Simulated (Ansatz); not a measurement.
# Ge: computed property card

Ge:
```xyz
4
Lattice="3.9590 0.0000 0.0000 -1.9795 3.4286 0.0000 0.0000 0.0000 6.5323" Properties=species:S:1:pos:R:3 pbc="T T T"
Ge     1.9795     1.1429     0.4107
Ge     0.0000     2.2857     6.1217
Ge     0.0000     2.2857     3.6768
Ge     1.9795     1.1429     2.8555
```

Space group P6_3/mmc (No. 194); conventional cell a = b = 3.9590 Å, c = 6.5323 Å, α = β = 90.00°, γ = 120.00°.

Method: plane-wave PAW LDA (Ansatz code). Structure relaxed to zero pressure with the same functional. Other levels are named where they apply.

### Cell and energy

* **Volume per atom**: 22.17 Å³
* **Density**: 5.44 g/cm³

### Electronic structure

- Electronic character = no gap, with almost no states at the Fermi level (zero-gap or semimetallic)
- Density of states at the Fermi level = 0.01 states/eV per atom (mean over ±0.08 eV)

### Mechanics

Bulk modulus (Birch–Murnaghan fit): 72.1 GPa
Pressure derivative B′: 4.8
Elastic constants (relaxed ions, GPa): C11 = 144, C12 = 41.8, C13 = 27.4, C33 = 167, C44 = 40.3
Mechanical stability: stable (all eigenvalues of C positive)
Hill bulk and shear moduli: 72.2 and 49.4 GPa
Young's modulus: 121 GPa
Poisson's ratio: 0.22
Debye temperature from the elastic constants: 353 K

The workflow started from a Materials Project entry (that database holds measured and hypothetical structures alike); the Crystallography Open Database copy checked does not list it. It is not the phase usual at ambient conditions (space group No. 227). Symmetry was held in the LDA relaxation; whether a distortion lowers the energy is not shown. As this level gives no gap, shear constants depend on the k-mesh and smearing (Fermi–Dirac, 0.1 eV here). Spin–orbit coupling is left out wherever it is not named.

Potentials: the later of the program's two PAW sets.
